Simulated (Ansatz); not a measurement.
The relaxed structure here is a generated cell of SrTiO3: the first start was made by placing the elements on the sites of a structure type, and the end was not matched to a known phase here, so it may be hypothetical. Known forms of SrTiO3 include space group No. 221.

One stationary structure of SrTiO3. Computed with PBE (plane waves to 420 eV, PAW, scalar-relativistic; Ansatz, a first-principles code).

```cif
data_O6Sr2Ti2
_chemical_formula_sum 'Ti2 Sr2 O6'
_space_group_name_H-M_alt 'P 1'
_space_group_IT_number 1
_cell_length_a 6.59002
_cell_length_b 6.59002
_cell_length_c 6.59002
_cell_angle_alpha 53.665
_cell_angle_beta 53.665
_cell_angle_gamma 53.665
loop_
_space_group_symop_operation_xyz
  'x, y, z'
loop_
_atom_site_label
_atom_site_type_symbol
_atom_site_fract_x
_atom_site_fract_y
_atom_site_fract_z
_atom_site_occupancy
Ti1 Ti 0.25000 0.25000 0.25000 1
Ti2 Ti 0.75000 0.75000 0.75000 1
Sr1 Sr 0.00000 0.00000 0.00000 1
Sr2 Sr 0.50000 0.50000 0.50000 1
O1 O 0.95168 0.54832 0.25000 1
O2 O 0.25000 0.95168 0.54832 1
O3 O 0.54832 0.25000 0.95168 1
O4 O 0.04832 0.45168 0.75000 1
O5 O 0.75000 0.04832 0.45168 1
O6 O 0.45168 0.75000 0.04832 1
```

### Question
Find the space group and the Wyckoff positions (tolerance 0.01 Å).

### Answer
Space group R-3c, hexagonal axes (No. 167); a = 5.949 Å, b = 5.949 Å, c = 16.872 Å, α = 90.00°, β = 90.00°, γ = 120.00°

```csv
atom,site,symmetry,x,y,z
Ti,6a,32,0.0000,0.0000,0.2500
Sr,6b,-3.,0.0000,0.0000,0.0000
O,18e,.2,0.2983,0.2983,0.7500
```

This is the AFLOW prototype ABC3_hR10_167_a_b_e (G0_1, as in CaCO3).

### Question
Give the shortest distances between elements (the closest pairs, up to four, under 3.6 Å).

### Answer
O–Ti 1.77 Å; O–Sr 2.52 Å; O–O 3.07 Å.

```yaml
volume_per_atom: 17.24 Å³
band_gap: 2.72 eV, direct at Γ (no spin-orbit coupling)
```

No spin polarisation in the result.

The run could not lose the symmetry of its start: the end is stationary, and may be a saddle point rather than a minimum.
